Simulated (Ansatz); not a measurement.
MoP2:
```yaml
crystal:
  lattice:
    - [1.56203, -5.56985, 0.00000]
    - [1.56203, 5.56985, 0.00000]
    - [0.00000, 0.00000, 4.95365]
  atoms:
    - { symbol: Mo, position: [0.90677, 0.09323, 0.49775] }
    - { symbol: Mo, position: [0.09323, 0.90677, 0.99775] }
    - { symbol: P, position: [0.56991, 0.43009, 0.37987] }
    - { symbol: P, position: [0.43009, 0.56991, 0.87987] }
    - { symbol: P, position: [0.29681, 0.70319, 0.19739] }
    - { symbol: P, position: [0.70319, 0.29681, 0.69739] }
```

Relaxed with PBEsol. Special points in fractions of this cell's reciprocal vectors: Γ (0.000, 0.000, 0.000); Y (-0.500, 0.500, 0.000); C0 (-0.270, 0.730, 0.000); Σ0 (0.270, 0.270, 0.000); Z (0.000, 0.000, 0.500); A0 (0.270, 0.270, 0.500); E0 (-0.270, 0.730, 0.500); T (-0.500, 0.500, 0.500); S (0.000, 0.500, 0.000); R (0.000, 0.500, 0.500).

Task: List the band energies nearest the Fermi level at these points for PBEsol in the plane-wave PAW code Ansatz.

Result: In eV from the Fermi level; about four levels below and three above (degenerate sets whole), none deeper than 8.9 eV; points with the same levels are listed once.

| k | below | above |
|---|---|---|
| Γ | -1.97 -1.41 -1.19 -0.82 | 0.40 1.09 1.41 |
| Y | -1.06 -1.05 -0.58 -0.25 | 0.67 1.08 2.28 |
| C0 | -3.11 -2.71 -2.14 -1.69 | 0.08 1.57 1.70 |
| Z | -1.04 -1.04 -0.26 -0.26 | 1.04 1.04 2.24 2.24 |
| A0 | -2.97 -2.97 -1.13 -1.13 | 1.87 1.87 2.19 2.19 |
| T | -1.59 -1.59 -1.05 -1.05 | 1.20 1.20 2.66 2.66 |
| S | -3.28 -2.73 -2.36 -1.39 | 0.17 1.08 1.95 |
| R | -3.07 -3.07 -0.98 -0.98 | 1.32 1.32 2.29 2.29 |

Space group Cmc2_1. The workflow started from a Materials Project entry (that database holds measured and hypothetical structures alike); the Crystallography Open Database copy checked does not list it. Its standing as an ambient phase is unchecked. Symmetry was held in the PBEsol relaxation; of distortions, only those at the zone centre were tested. No spin polarisation was allowed. Spin–orbit coupling is left out wherever it is not named.

Potentials: the earlier of the program's two PAW sets.
